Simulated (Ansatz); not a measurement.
Input:

Ag2O:
Space group Pn-3m, origin choice 1 (No. 224); a = b = c = 4.637 Å, α = β = γ = 90.00°

```csv
atom,site,symmetry,x,y,z
Ag,4c,.-3m,0.7500,0.7500,0.7500
O,2a,-43m,0.0000,0.0000,0.0000
```

This is the LDA-relaxed structure.

### Question
All from DFT-LDA in the program Ansatz with PAW potentials, unless another level is named. Estimate the highest zone-centre frequency (without LO–TO term).

### Answer
599 cm⁻¹.

### Question
And the elastic constants (relaxed ions, GPa)?

### Answer
C11 = 104, C12 = 103, C44 = -4.1.

The LDA relaxation kept the symmetry of its start. At this level the phase is mechanically unstable. No spin polarisation was allowed.

Potentials: the later of the program's two PAW sets.
